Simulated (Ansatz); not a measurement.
A geometry of CoSn away from equilibrium: the start of the relaxation of a relaxed CoSn cell with one Co and one Sn atom exchanged in a cell of 6 atoms. All values below come from r2SCAN (plane waves to 500 eV, PAW, scalar-relativistic; Ansatz, a program for electronic structure). Γ-centred k-mesh 7×7×8 on the run's cell (coarser than for final values), Fermi–Dirac smearing 0.05 eV.

```xyz
6
Lattice="5.2416 0.0000 0.0000 -2.6208 4.5394 0.0000 0.0000 0.0000 4.1879" Properties=species:S:1:pos:R:3:forces:R:3 pbc="T T T" free_energy=-33504.468 pressure_GPa=14.7
Co     2.6208     0.0000     0.0000    0.0000    0.0000    0.0000
Co     1.3104     2.2697     0.0000    0.0000    0.0000    0.0000
Sn    -1.3104     2.2697     0.0000    0.0000    0.0000    0.0000
Co     0.0000     0.0000     0.0000    0.0000    0.0000    0.0000
Sn     0.0000     3.0263     2.0940    3.8589    2.2279    0.0000
Sn     2.6208     1.5131     2.0940   -3.8589   -2.2279    0.0000
```

Positions in Å, forces in eV/Å, free energy of the cell in eV (comparable only within this code, potentials and settings). Largest force: 4.46 eV/Å, on Sn5, Sn6 (atoms numbered as listed); the geometry lies 0.96 eV/atom above the end of its relaxation.

No spin polarisation in the result. A magnetic state may lie lower.

The run could not lose the symmetry of its start.
